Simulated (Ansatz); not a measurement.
CdF2:
```
CELL_PARAMETERS angstrom
      0.00000     2.74074     2.74074
      2.74074     0.00000     2.74074
      2.74074     2.74074     0.00000
ATOMIC_POSITIONS crystal
  Cd 0.00000 0.00000 0.00000
  F  0.25000 0.25000 0.25000
  F  0.75000 0.75000 0.75000
```

x, y and z are the axes in which the lattice vectors are written.

Task: Give the high-frequency dielectric tensor and the Born effective charge tensors of the independent atoms from DFPT, DFT-PBE in the program Ansatz with PAW potentials.

Result: 
ε∞:
```
2.86  0.00  0.00
0.00  2.86  0.00
0.00  0.00  2.86
```
Z* of atom 1 (Cd), rows: field, columns: displacement, in e:
```
2.48  0.00  0.00
0.00  2.48  0.00
0.00  0.00  2.48
```
Z* of atom 2 (F), rows: field, columns: displacement, in e:
```
-1.24   0.00   0.00
 0.00  -1.24   0.00
 0.00   0.00  -1.24
```

Static charges for comparison (Bader): Cd1 +1.48, F2 -0.74 e. Born charges measure polarisation by displacement and can exceed these by far.

Space group Fm-3m (fluorite). Symmetry was held in the PBE relaxation; phonons on a q-mesh show no instability. Scalar-relativistic: spin–orbit coupling is off unless named, which matters more the heavier the elements.

Potentials: the later of the program's two PAW sets.
